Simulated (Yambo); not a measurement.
Yambo run on BaTiO3 (space group P4mm, No. 99). The wavefunctions are PBEsol (Quantum ESPRESSO, PseudoDojo norm-conserving, 84 Ry, without SOC) ones on a 4×4×4 mesh (20 occupied bands); a = b = 3.9904 Å, c = 4.1027 Å, α = β = γ = 90.00°.

Yambo input:

```
rim_cut
HF_and_locXC
RandQpts= 5000000
RandGvec= 1 Ry
EXXRLvcs= 84 Ry
VXCRLvcs= 336 Ry
% QPkrange
 1 | 1 | 20 | 21 |
 18 | 18 | 20 | 20 |
%
```

k points by index: 1 = Γ, 18 = A.

The o-*.hf file then holds:

```
#    K-point    Band    Eo [eV]    Ehf [eV]    Vxc [eV]    Vnlxc [eV]
#
    1    20    -0.434664    -5.021059    -19.70727    -24.29366
    1    21    1.809436    9.131086    -18.74413    -11.42248
    18    20    0.000000    -5.094246    -19.74405    -24.83829
```
Exchange alone, without screening.

Geometry of the Materials Project entry, not relaxed at this level.
